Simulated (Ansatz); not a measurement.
Input, command and steps of an Ansatz relaxation.

```yaml
crystal:
  lattice:
    - [3.1636108921, 0.0, 0.0]
    - [-1.5818054461, 2.7397674002, 0.0]
    - [0.0, 0.0, 18.1628362141]
  atoms:
    - { symbol: W, position: [0.3333333333, 0.6666666667, 0.0] }
    - { symbol: S, position: [0.6666666667, 0.3333333333, 0.9123535167] }
    - { symbol: S, position: [0.6666666667, 0.3333333333, 0.0876464833] }
basis:
  ecutwfc: 420
kpoints:
  mp_grid: { grid: [12, 12, 2] }
hamiltonian:
  xc: pbesol
  dispersion: d3bj
scf:
  occupations: { method: gaussian, width: 0.02 }
output:
  forces: true
  stress: true
  eigenvalues: true
relax:
  adjacent_minimum: "off"
  f_tol: 0.01
  max_steps: 30
  cell: { stress_tol: 0.1, fix: [volume] }
```

```bash
ansatz run input.yaml --threads 1 --pin off --max-ram 2560MiB --backend cpu --events-out ev --progress --plain --runs-dir out
```

These are results of DFT PBEsol+D3(BJ), scalar-relativistic, plane waves, PAW in Ansatz, not measurements.

The volume is held at 1.1 times that of the relaxed cell.

Of 5 frames 4 are shown, positions in Å and forces in eV/Å; the SCF threshold varies from step to step. Steps run on the plane waves of an earlier cell, with a Pulay correction in the pressure. The basis is chosen afresh for the last frame, the zero of the energies, and at times for earlier ones too; energy and pressure step there, also at an unchanged geometry.

```xyz
3
Lattice="3.1636 0.0000 0.0000 -1.5818 2.7398 0.0000 0.0000 0.0000 18.1628" Properties=species:S:1:pos:R:3:forces:R:3 pbc="T T T" step=1 free_energy_over_end_meV_per_atom=12.98 pressure_GPa=-2.09
W     0.0000    1.8265    0.0000    0.0000    0.0000    0.0000
S     1.5818    0.9133   16.5709    0.0000    0.0000    0.6675
S     1.5818    0.9133    1.5919    0.0000    0.0000   -0.6675
3
Lattice="3.1384 0.0000 0.0000 -1.5692 2.7180 0.0000 0.0000 0.0000 18.4555" Properties=species:S:1:pos:R:3:forces:R:3 pbc="T T T" step=2 free_energy_over_end_meV_per_atom=2.65 pressure_GPa=0.32
W     0.0000    1.8120    0.0000    0.0000    0.0000    0.0000
S     1.5692    0.9060   16.9051    0.0000    0.0000   -0.3497
S     1.5692    0.9060    1.5504    0.0000    0.0000    0.3497
3
Lattice="3.1260 0.0000 0.0000 -1.5630 2.7072 0.0000 0.0000 0.0000 18.6020" Properties=species:S:1:pos:R:3:forces:R:3 pbc="T T T" step=3 free_energy_over_end_meV_per_atom=0.03 pressure_GPa=-0.08
W     0.0000    1.8048    0.0000    0.0000    0.0000    0.0000
S     1.5630    0.9024   17.0299    0.0000    0.0000    0.0105
S     1.5630    0.9024    1.5721    0.0000    0.0000   -0.0105
3
Lattice="3.1239 0.0000 0.0000 -1.5620 2.7054 0.0000 0.0000 0.0000 18.6275" Properties=species:S:1:pos:R:3:forces:R:3 pbc="T T T" step=5 free_energy_over_end_meV_per_atom=0.00 pressure_GPa=-0.01
W     0.0000    1.8036    0.0000    0.0000    0.0000    0.0000
S     1.5620    0.9018   17.0551    0.0000    0.0000    0.0004
S     1.5620    0.9018    1.5724    0.0000    0.0000   -0.0004
```

The run took 52 s on 1 thread of Intel(R) Xeon(R) Platinum 8488C (Sapphire Rapids) (shared host), peak memory 0.45 GiB.

Spin–orbit coupling is left out, which can shift energies with elements as heavy as these.